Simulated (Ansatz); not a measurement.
Consider the following.

Starting cell, KF (rock salt):

```yaml
crystal:
  lattice:
    - [0.00000, 5.42078, 5.42078]
    - [2.71039, 2.71039, 5.42078]
    - [2.71039, 2.71039, 0.00000]
  atoms:
    - { symbol: F, position: [0.00000, 0.00000, 0.00000] }
    - { symbol: F, position: [0.50000, 0.00000, 0.00000] }
    - { symbol: K, position: [0.00000, 0.50000, 0.50000] }
    - { symbol: K, position: [0.50000, 0.50000, 0.50000] }
```

A phonon eigenvector at X = (0.5, 0.5, 0.0) is frozen into this cell: atom i moves by Q times the vector below, so Q is the largest atomic displacement, in Å. The cell is held. (q is in reciprocal vectors of the primitive cell; the cell shown is doubled to hold the pattern.)

| atom | x | y | z |
|---|---|---|---|
| F1 | 0.000 | 0.000 | -0.061 |
| F2 | 0.000 | 0.000 | 0.061 |
| K3 | 0.000 | 0.000 | -1.000 |
| K4 | 0.000 | 0.000 | 1.000 |

The numbers are results of PBE (plane waves to 420 eV, PAW, scalar-relativistic; Ansatz, an electronic-structure program), not measurements. k mesh 11×11×11 (Γ-centred), Fermi-Dirac smearing 0.05 eV. Energies are smeared free energies. KF was relaxed with its symmetry unable to fall. ΔE is measured from the undisplaced structure.

The scan covers Q from -0.280 to 0.280 Å in 13 points.

Problem. Which space group does the distorted structure have?

Solution. P4/nmm (No. 129), lowered from Fm-3m.

Problem. What is the energy change at Q = 0.280 Å?

Solution. 314 meV/cell.

Problem. What harmonic wavenumber does the curvature at Q = 0 give?

Solution. 163 cm⁻¹.

(A displaced cell: forces are minus the slopes of the energy, force constants its curvatures, and phonons follow from these.)
